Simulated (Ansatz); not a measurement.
PbI2, first-principles data

PbI2:
```
CELL_PARAMETERS angstrom
      4.46395     0.00000     0.00000
     -2.23198     3.86589     0.00000
      0.00000     0.00000    13.65014
ATOMIC_POSITIONS crystal
  Pb 0.66667 0.33333 0.49999
  Pb 0.33333 0.66667 0.99999
  I  0.66667 0.33333 0.86331
  I  0.33333 0.66667 0.36331
  I  0.00000 0.00000 0.13670
  I  0.00000 0.00000 0.63670
```

Space group P6_3mc (No. 186); conventional cell a = b = 4.4640 Å, c = 13.6501 Å, α = β = 90.00°, γ = 120.00°.

Method: plane-wave PAW LDA (Ansatz code). Geometry: relaxed at this level of theory. Other levels are named where they apply.

### Cell and energy

Volume per atom: 39.26 Å³
Density: 6.50 g/cm³
Formation energy from the elements (no fitted shifts): -0.58 eV/atom

### Electronic structure

Band gap: 1.92 eV (direct)
Valence-band maximum: at Γ
Conduction-band minimum: at Γ
Electron effective mass: 0.21, 0.21, 1.0 mₑ (principal values)
Hole effective mass: 0.46, 0.61, 0.61 mₑ (principal values)
HSE06 gap on the LDA cell: 2.77 eV
Gap with spin–orbit coupling: 1.15 eV

### Mechanics

- Bulk modulus (Birch–Murnaghan fit) = 15.5 GPa
- Pressure derivative B′ = 9.1

### Dielectric response

* **Electronic dielectric constant ε∞ (DFPT)**: 7.32 (xx = yy), 5.92 (zz)
* **Born charges (a third of the trace)**: Pb +3.37, I -1.71 to -1.66 e

### Charges

- Bader charges = Pb +0.84, I -0.42 e

The first step of the workflow began from a Materials Project structure, measured or hypothetical; the Crystallography Open Database files this formula in space group No. 186, but the cells were not matched. It is not the phase usual at ambient conditions (space group No. 164). The cell was relaxed with LDA under the symmetry of its start; whether a distortion lowers the energy is not shown. A crystal of weakly bound layers computed without a dispersion correction: the cell and the soft elastic constants depend strongly on that. The references are the lowest solids computed at this level, not always the standard phases. Scalar-relativistic: spin–orbit coupling is off unless named, which matters more the heavier the elements.

Potentials: the later of the program's two PAW sets.
